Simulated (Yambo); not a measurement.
TlBr (rock salt, space group Fm-3m, No. 225); a = 4.726 Å, b = 4.726 Å, c = 4.726 Å, α = 60.00°, β = 60.00°, γ = 60.00°. With the G0W0 scissor the direct gap on the mesh is 3.39 eV.

Task: Does this run resolve the lowest exciton, and if so, what are its energy and binding? (Yambo, PBEsol bands; 6×6×6 mesh, 4 valence and 6 conduction bands, static screening with 37 bands and a 4 Ry block, scissor 1.33 eV, Tamm-Dancoff.)

Result: No. The lowest state covers only about 4 of the 216 k points, so the mesh doesn't resolve it: its energy and its distance from the direct gap are mesh artefacts. An extended exciton needs a far denser mesh. The scissor comes from a G0W0 run whose convergence isn't established. Spin-orbit coupling is left out; with 6p states at a band edge it can lower the gap by many tenths of an eV, most of a small gap.

The standard potential for Tl keeps a d shell in the valence without the s and p states of that shell. In tests on such compounds this moved G0W0 gaps by up to about 0.9 eV, so absolute quasiparticle energies here are unreliable; differences between settings are what counts.

Geometry of the Materials Project entry, not relaxed at this level.

This is not the ordinary phase of the substance; no match was found in the copy of COD used, and its stability was not checked.
